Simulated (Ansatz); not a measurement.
PbSe:
```
PbSe
1.0
    0.00000     6.62146     3.08529
    3.08529     0.00000     3.08529
    3.08529     6.62146     0.00000
Pb Se
2 2
Direct
  0.13361   0.84907   0.15093
  0.84907   0.13361   0.86639
  0.63893   0.34438   0.65562
  0.34438   0.63893   0.36107
```

Relaxed with r²SCAN+D4.

Task: Which orbitals make up the states near the band edges in r²SCAN+D4 in the plane-wave PAW code Ansatz?

Result: Top 1 eV of the valence band: Se 4p 75 %, Pb 6s 13 %, Pb 6p 10 %. Bottom 1 eV of the conduction band: Pb 6p 74 %, Se 4p 10 %, Se 4s 8 %. Projections are on Löwdin-orthogonalised atomic valence shells; empty p or d shells of many metals are not among them.

Task: Tabulate the density of states.

Result: States/eV per cell of 4 atoms, in 0.25 eV bins, energy from the valence-band maximum.

| E (eV) | total | Se 4p | Pb 6p | Pb 6s |
|---|---|---|---|---|
| -7.85 | 3.08 | 0.49 | 0.05 | 2.35 |
| -7.60 | 2.55 | 0.40 | 0.03 | 1.88 |
| -7.35 | 1.41 | 0.21 | 0.01 | 1.00 |
| -7.10 | 0.70 | 0.10 | 0.01 | 0.45 |
| -6.85 | 0.54 | 0.07 | 0.01 | 0.35 |
| -6.60 | 0.37 | 0.04 | 0.00 | 0.24 |
| -6.35 | 0.16 | 0.02 | 0.00 | 0.10 |
| -6.10 | 0.00 | 0.00 | 0.00 | 0.00 |
| -5.85 | 0.00 | 0.00 | 0.00 | 0.00 |
| -5.60 | 0.00 | 0.00 | 0.00 | 0.00 |
| -5.35 | 0.00 | 0.00 | 0.00 | 0.00 |
| -5.10 | 0.00 | 0.00 | 0.00 | 0.00 |
| -4.85 | 0.00 | 0.00 | 0.00 | 0.00 |
| -4.60 | 0.07 | 0.04 | 0.03 | 0.00 |
| -4.35 | 0.69 | 0.39 | 0.28 | 0.01 |
| -4.10 | 1.04 | 0.59 | 0.41 | 0.02 |
| -3.85 | 1.29 | 0.74 | 0.50 | 0.03 |
| -3.60 | 1.70 | 1.01 | 0.62 | 0.04 |
| -3.35 | 1.84 | 1.12 | 0.63 | 0.05 |
| -3.10 | 2.80 | 1.79 | 0.90 | 0.06 |
| -2.85 | 3.43 | 2.32 | 1.01 | 0.06 |
| -2.60 | 3.78 | 2.60 | 1.02 | 0.09 |
| -2.35 | 3.84 | 2.72 | 0.94 | 0.10 |
| -2.10 | 4.00 | 2.90 | 0.91 | 0.11 |
| -1.85 | 4.33 | 3.25 | 0.87 | 0.12 |
| -1.60 | 4.22 | 3.26 | 0.72 | 0.15 |
| -1.35 | 3.66 | 2.85 | 0.53 | 0.20 |
| -1.10 | 3.22 | 2.45 | 0.43 | 0.27 |
| -0.85 | 3.23 | 2.43 | 0.38 | 0.35 |
| -0.60 | 2.41 | 1.81 | 0.21 | 0.33 |
| -0.35 | 2.20 | 1.61 | 0.20 | 0.34 |
| -0.10 | 0.26 | 0.20 | 0.02 | 0.04 |
| 0.15 | 0.00 | 0.00 | 0.00 | 0.00 |
| 0.40 | 0.00 | 0.00 | 0.00 | 0.00 |
| 0.65 | 0.00 | 0.00 | 0.00 | 0.00 |
| 0.90 | 0.10 | 0.00 | 0.08 | 0.01 |
| 1.15 | 0.37 | 0.03 | 0.29 | 0.03 |
| 1.40 | 0.98 | 0.11 | 0.71 | 0.05 |
| 1.65 | 1.27 | 0.14 | 0.93 | 0.04 |
| 1.90 | 1.34 | 0.16 | 0.98 | 0.03 |
| 2.15 | 2.13 | 0.26 | 1.60 | 0.04 |
| 2.40 | 2.70 | 0.38 | 2.02 | 0.05 |
| 2.65 | 3.20 | 0.55 | 2.32 | 0.07 |
| 2.90 | 3.06 | 0.59 | 2.18 | 0.07 |
| 3.15 | 2.66 | 0.55 | 1.87 | 0.07 |
| 3.40 | 2.29 | 0.49 | 1.59 | 0.05 |
| 3.65 | 2.09 | 0.45 | 1.45 | 0.04 |
| 3.90 | 2.04 | 0.45 | 1.39 | 0.03 |
| 4.15 | 2.20 | 0.49 | 1.46 | 0.03 |
| 4.40 | 2.90 | 0.63 | 1.84 | 0.02 |
| 4.65 | 3.70 | 0.72 | 2.18 | 0.02 |
| 4.90 | 4.25 | 0.79 | 2.63 | 0.01 |
| 5.15 | 3.19 | 0.66 | 1.92 | 0.01 |
| 5.40 | 2.56 | 0.59 | 1.53 | 0.01 |
| 5.65 | 2.34 | 0.53 | 1.23 | 0.00 |

Space group I4/mmm. The workflow started from a Materials Project entry (that database holds measured and hypothetical structures alike); the Crystallography Open Database copy checked does not list it. It is not the phase usual at ambient conditions (space group No. 225). The r²SCAN+D4 relaxation kept the symmetry of its start; its stability against distortions is not shown here. Spin–orbit coupling is left out wherever it is not named.

Potentials: the later of the program's two PAW sets.
